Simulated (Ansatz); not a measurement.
## Notes on WC

```xyz
2
Lattice="2.9192 0.0000 0.0000 -1.4596 2.5281 0.0000 0.0000 0.0000 2.8491" Properties=species:S:1:pos:R:3 pbc="T T T"
W     0.0000    0.0000    0.0000
C     1.4596    0.8427    1.4245
```

The numbers come from plane-wave PAW DFT (Ansatz): r2SCAN, no spin polarisation, 500 eV, 10×10×9 Γ-centred k points, cold occupations (width 0.02 eV). Nothing was relaxed.

(1) Metal or insulator?

(2) What do density and ELF say about some of the short contacts?

(3) Are the atoms at rest?

(4) Is the cell too large or too small?

Origin: a database entry at a rescaled volume.

Results:

(1) It is a metal, with about 0.18 states/eV a cell as the mean within 0.25 eV of the Fermi level, mostly W d (77 %) and C p (19 %).

(2) W–C at 2.21 Å: least valence density 0.39 e/Å³ and ELF 0.16 there. These are pseudo-fields; inside the PAW spheres they differ from the all-electron ones.

(3) The forces vanish by the symmetry of the sites.

(4) The pressure is -3.9 GPa (compression positive), so with the atoms held at these fractions the cell would first shrink. The principal stresses -6.1, -2.8, -2.8 GPa differ, so its shape would change too.
